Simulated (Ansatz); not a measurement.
## Re3B (Cmcm): electronic heat capacity and spin susceptibility from the density of states

All numbers below come from DFT PBEsol, scalar-relativistic, plane waves, PAW in Ansatz 0.2.0.

Cutoff 420 eV; k points 12×12×6 on the computed 8-atom cell (Γ-centred); Gaussian smearing, width 0.10 eV; no spin polarisation.

Relaxed cell: Cmcm, a = 2.881 Å, b = 9.326 Å, c = 7.272 Å, α = 90.00°, β = 90.00°, γ = 90.00°, 8 atoms in the primitive cell. Whether it is the stable form of this composition wasn't checked.

The density of states at the Fermi level is 4.679 states/eV in the cell of 8 atoms (2 formula units; both spins, tetrahedra on a 18×18×9 mesh).

What Sommerfeld coefficient and Pauli susceptibility does this give?

Per formula unit N(E_F) = 2.339 states/eV. γ = (π²/3) k_B² N(E_F) N_A = 2.357 mJ/(mol K²) per state/eV, so γ = 5.5 mJ/(mol K²), a mole of formula units. χ_P = μ_B² N(E_F) N_A = 3.23×10⁻⁵ emu/mol per state/eV gives 7.6×10⁻⁵ emu/mol. This is the bare band result: a measured γ of the same phase is as a rule larger by a factor 1 + λ from phonons and spin fluctuations, the spin part of χ is larger by the Stoner factor, and a measured χ also holds orbital and core terms. N(E_F) at one energy is sensitive to the mesh where the density of states has sharp peaks.

Spin-orbit coupling is left out, which matters for the bands of heavy elements.

Cost: 1 run of about 5.3 core-minutes, on Arm Neoverse V2 (shared hosts).